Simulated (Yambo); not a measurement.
# Convergence of the G0W0 gap of Cs₂NaScBr₆

G0W0@PBEsol for Cs₂NaScBr₆ (space group Fm-3m, No. 225) in Yambo. Reference settings: 2×2×2 Γ-centred k mesh, bands 3 to 363 and a 6 Ry block in the screening, 363 bands in G with the Bruneval-Gonze terminator, plasmon pole fitted at 27.2 eV. The PBEsol gap Γ → X on this mesh is 3.09 eV; G0W0 gaps are taken between the same points.

| change from the reference | G0W0 gap Γ → X (eV) | shift of the valence edge (eV) | rough Yambo cost |
|---|---|---|---|
| reference settings | 6.06 | -1.33 | 1 |
| 134 bands in W, 134 bands in G | 5.96 | -1.01 | about 1/3 |
| 233 bands in W, 233 bands in G | 6.03 | -1.22 | within a factor of two |
| 169 bands in W | 6.04 | -1.17 | within a factor of two |
| pole fitted at 15 eV | 6.00 | -1.26 | – |
| no random integration | 5.96 | -1.10 | – |
| 134 bands in G, no terminator | 6.05 | -0.63 | – |
| 233 bands in G, no terminator | 6.19 | -1.01 | – |

The reference isn't shown to be the converged limit. Costs are rough (shared machines), scaled to the same edge states, and given only for runs that recompute the screening.

Spin-orbit splittings are left out.

Geometry of the Materials Project entry, not relaxed at this level; primitive cell a = b = c = 7.9726 Å, α = β = γ = 60.00°.

The structure is a Materials Project entry; no match was found in the copy of COD used, and its stability was not checked.

A shift is the quasiparticle energy of the state minus its PBEsol energy.
